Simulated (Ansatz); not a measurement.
Data:

BaNbNO₂:
```cif
data_BaNNbO2
_chemical_formula_sum 'Ba1 Nb1 N1 O2'
_space_group_name_H-M_alt 'P 1'
_space_group_IT_number 1
_cell_length_a 4.11686
_cell_length_b 4.11686
_cell_length_c 4.09856
_cell_angle_alpha 90.000
_cell_angle_beta 90.000
_cell_angle_gamma 90.000
loop_
_space_group_symop_operation_xyz
  'x, y, z'
loop_
_atom_site_label
_atom_site_type_symbol
_atom_site_fract_x
_atom_site_fract_y
_atom_site_fract_z
_atom_site_occupancy
Ba1 Ba 0.00000 0.00000 0.00000 1
Nb1 Nb 0.50000 0.50000 0.50000 1
N1 N 0.50000 0.50000 0.00000 1
O1 O 0.00000 0.50000 0.50000 1
O2 O 0.50000 0.00000 0.50000 1
```

This is the r²SCAN-relaxed structure.

**Question.** All from the program Ansatz at the r²SCAN level (PAW), unless another level is named. Give the Bader charges.

**Answer.** Ba +1.54, Nb +2.66, N -1.57, O -1.32 e.

**Question.** Give the electronic dielectric constant ε∞ (DFPT).

**Answer.** 7.79 (xx = yy), 16.8 (zz).

**Question.** Give the Born charges (a third of the trace).

**Answer.** Ba +2.72, Nb +11.08, N -6.33, O -3.73 e.

Space group P4/mmm. The workflow started from a Materials Project entry (that database holds measured and hypothetical structures alike); the Crystallography Open Database copy checked does not list it. With N and O taken as one species the cell has the higher symmetry Pm-3m, so it may be an ordered model of a mixed-site phase. Whether it is the stable phase at ambient conditions was not checked. The r²SCAN relaxation kept the symmetry of its start. At this level the phase is dynamically unstable (imaginary phonons). The run is not spin-polarised. Spin–orbit coupling is left out wherever it is not named.

Potentials: the later of the program's two PAW sets.
